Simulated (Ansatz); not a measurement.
MnSi, one structure, two calculations

Cell: an entry of the Crystallography Open Database (COD).

Space group P2_13 (No. 198); a = 4.5561 Å.

```
site  Wyckoff  site symmetry       x       y       z
  Mn       4a            .3.  0.1383  0.1383  0.1383
  Si       4a            .3.  0.8461  0.8461  0.8461
```

One atom of each set is listed.

First run. All values are calculated (Ansatz; DFT, PBE, plane waves and PAW, scalar-relativistic, collinear spin, 420 eV cutoff, Γ-centred 6×6×6 k-points, Fermi–Dirac smearing 0.02 eV), not measured. Start moments as typed (μB): 3 on each Mn, none on the rest.

| site | V_zz (10²¹ V/m²) | η | m (μB) |
| --- | --- | --- | --- |
| Mn | 0.17 | 0.00 | 1.02 |
| Si | -3.23 | 0.00 | -0.04 |

Second run. The same atoms and settings, except that the mesh is 7×7×7 and the Fermi–Dirac smearing is 0.05 eV.

Problem. What does the second run give?

Solution. 

```json
{"site": "Mn", "V_zz": "0.26", "η": "0.00", "change of V_zz": "+0.09", "m (μB)": "1.01"}
{"site": "Si", "V_zz": "-3.22", "η": "0.00", "change of V_zz": "+0.01", "m (μB)": "-0.04"}
```

The largest change of V_zz is on Mn, from 0.17 to 0.26.

At this cell the PBE pressure is -5 GPa, so with PBE the cell would shrink if it were relaxed. The entry's cell may itself be off. The largest force is 0.3 eV/Å, so the atoms aren't at the calculated equilibrium and relaxing them would move these values. The run lost most of its start moments on Mn; a state with other moments may lie lower. The magnetic order is the one that the run reached from its start moments, not necessarily the measured one.
